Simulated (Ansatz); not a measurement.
TiO2:
```xyz
12
Lattice="6.0942 1.8665 0.0000 -6.0942 1.8665 0.0000 -1.9188 0.0000 6.2736" Properties=species:S:1:pos:R:3 pbc="T T T"
Ti     2.3475     1.8665     4.4999
Ti    -4.2662     1.8665     1.7737
Ti    -6.2296     1.8665     4.4519
Ti     4.3108     1.8665     1.8217
O     -6.0942     1.8665     2.3242
O      4.1754     1.8665     3.9494
O      0.3334     1.8665     4.4280
O     -2.2522     1.8665     1.8456
O     -4.4800     1.8665     0.0231
O      2.5613     1.8665     6.2505
O      2.2110     1.8665     2.1770
O     -4.1298     1.8665     4.0966
```

Relaxed with r²SCAN. Special points in fractions of this cell's reciprocal vectors: Γ (0.000, 0.000, 0.000); C (0.276, 0.276, 0.000); C2 (-0.276, 0.724, 0.000); Y2 (-0.500, 0.500, 0.000); M2 (-0.500, 0.500, 0.500); D (-0.262, 0.738, 0.500); D2 (0.262, 0.262, 0.500); A (0.000, 0.000, 0.500); L2 (0.000, 0.500, 0.500); V2 (0.000, 0.500, 0.000).

Question: List the band energies nearest the valence-band maximum at these points for r²SCAN (plane waves, PAW; program Ansatz).

Answer: In eV from the valence-band maximum; about four levels below and three above (degenerate sets whole), none deeper than 8.9 eV; points with the same levels are listed once.

| k | below | above |
|---|---|---|
| Γ | -0.82 -0.76 -0.38 -0.22 | 3.20 3.57 3.78 |
| C | -0.73 -0.46 -0.28 -0.13 | 3.39 3.69 4.07 |
| Y2 | -0.94 -0.64 -0.43 -0.14 | 3.36 3.40 3.92 |
| M2 | -0.92 -0.41 -0.24 -0.23 | 3.48 3.59 3.75 |
| D | -0.78 -0.50 -0.16 0.00 | 3.60 3.64 3.89 |
| A | -0.73 -0.66 -0.64 -0.46 | 3.32 3.59 3.78 |
| L2 | -0.72 -0.56 -0.11 -0.02 | 3.64 3.68 3.93 |
| V2 | -0.91 -0.52 -0.23 -0.14 | 3.58 3.65 4.09 |

Space group C2/m. The workflow started from a Materials Project entry (that database holds measured and hypothetical structures alike); the Crystallography Open Database copy checked does not list it. It is not the phase usual at ambient conditions (space group No. 61, 136, 141). Symmetry was held in the r²SCAN relaxation; its stability against distortions is not shown here. No spin polarisation was allowed.

Potentials: the later of the program's two PAW sets.
